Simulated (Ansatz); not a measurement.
MgAu, in the lowest among the structures calculated here: Pm-3m (No. 221), cP2, CsCl type; a = 3.258 Å, b = 3.258 Å, c = 3.258 Å, α = 90.00°, β = 90.00°, γ = 90.00°; Au 1a (0.000, 0.000, 0.000); Mg 1b (0.500, 0.500, 0.500). All values below come from PBEsol (plane waves to 420 eV, PAW, scalar-relativistic; Ansatz, a first-principles code). Element references, the lowest calculated here: Au (Fm-3m), Mg (P6₃/mmc).

Question: Estimate the formation energy of this Pm-3m form of MgAu from the elements that PBEsol returns for this input.

Answer: -0.60 eV/atom.

Static energies, no anion corrections, no zero-point energy. Values are rounded to 0.01 eV/atom. Spin-orbit coupling is missing from these energies, which matters for elements this heavy. The compounds carry no spin polarisation.
